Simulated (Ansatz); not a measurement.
Space group Fd-3m:1 (No. 227). a = 7.218 Å, b = 7.218 Å, c = 7.218 Å, α = 90.00°, β = 90.00°, γ = 90.00°
```json
{"atom": "Hf", "site": "8a", "symmetry": "-43m", "x": "0.5000", "y": "0.0000", "z": "0.5000"}
{"atom": "V", "site": "16d", "symmetry": ".-3m", "x": "0.1250", "y": "0.6250", "z": "0.1250"}
```

Equation of state of this HfV2 structure (not necessarily the ground state), with shape and atoms relaxed at each volume where symmetry leaves them free. It has no gap at any of these volumes. These are results of DFT PBEsol, scalar-relativistic, plane waves, PAW (Ansatz 0.2.0), not measurements.

Cutoff 420 eV; k points 8×8×8 on the computed 6-atom cell (Γ-centred); Gaussian smearing, width 0.10 eV; no spin polarisation.

| V (Å³/atom) | E − E(largest V) (meV/atom) | P (GPa) |
| --- | --- | --- |
| 13.788 | 66.41 | 25.38 |
| 14.258 | 3.84 | 17.62 |
| 14.728 | -37.46 | 10.87 |
| 15.198 | -60.19 | 5.04 |
| 15.668 | -66.88 | 0.00 |
| 16.138 | -59.79 | -4.34 |
| 16.608 | -40.87 | -8.09 |
| 17.235 | 0.00 | -12.33 |

Q: Fit a third-order Birch–Murnaghan equation to E(V).

A: V0 = 15.65 Å³/atom, B0 = 157 GPa, B0' = 3.9.

Spin-orbit coupling is left out, which matters for the bands of heavy elements.

Cost: 8 runs of about 2.2 core-minutes in all, on Arm Neoverse V1 (shared hosts).